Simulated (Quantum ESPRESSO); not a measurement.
pw.x input (Quantum ESPRESSO 7.5; PBEsol, PseudoDojo standard norm-conserving files, scalar-relativistic):

```
&CONTROL
  calculation = 'scf'
  pseudo_dir = './pseudo'
  outdir = './out'
  tprnfor = .true.
  tstress = .true.
/
&SYSTEM
  ibrav = 0
  nat = 4
  ntyp = 3
  ecutwfc = 84.0
  ecutrho = 336.0
  occupations = 'smearing'
  smearing = 'fd'
  degauss = 0.002
  nbnd = 20
/
&ELECTRONS
  conv_thr = 4e-10
/
ATOMIC_SPECIES
N 14.0070 N.upf
F 18.9984 F.upf
Ba 137.3270 Ba.upf
CELL_PARAMETERS angstrom
  1.971780780141   1.138408164197   6.600823120000
 -1.971780780141   1.138408164197   6.600823120000
 -0.000000000000  -2.276816328395   6.600823120000
ATOMIC_POSITIONS crystal
N   0.500000000000   0.500000000000   0.500000000000
F   0.000000000000   0.000000000000   0.000000000000
Ba   0.757796243400   0.757796243400   0.757796243400
Ba   0.242203756600   0.242203756600   0.242203756600
K_POINTS automatic
8 8 8 0 0 0
```

End of the output:

```

[...]
     the Fermi energy is     9.6413 ev
!    total energy              =    -182.16321961 Ry
     estimated scf accuracy    <          5.9E-11 Ry
     smearing contrib. (-TS)   =      -0.00000000 Ry
     internal energy E=F+TS    =    -182.16321961 Ry
     The total energy is F=E-TS. E is the sum of the following terms:
     one-electron contribution =     -28.40329369 Ry
     hartree contribution      =      32.11720130 Ry
     xc contribution           =     -43.24311269 Ry
     ewald contribution        =    -142.63401452 Ry
     convergence has been achieved in  14 iterations
     Forces acting on atoms (cartesian axes, Ry/au):
     atom    1 type  1   force =    -0.00000000    0.00000000   -0.00000000
     atom    2 type  2   force =    -0.00000000    0.00000000    0.00000000
     atom    3 type  3   force =     0.00000000   -0.00000000    0.00004838
     atom    4 type  3   force =     0.00000000    0.00000000   -0.00004838
     Total force =     0.000068     Total SCF correction =     0.000013
     SCF correction compared to forces is large: reduce conv_thr to get better values
     Computing stress (Cartesian axis) and pressure
          total   stress  (Ry/bohr**3)                   (kbar)     P=       -0.01
  -0.00000032   0.00000000   0.00000000           -0.05        0.00        0.00
  -0.00000000  -0.00000032  -0.00000000           -0.00       -0.05       -0.00
   0.00000000  -0.00000000   0.00000052            0.00       -0.00        0.08
```
In a gapped system the printed Fermi energy is only some level inside the gap.

Geometry relaxed with PBEsol.
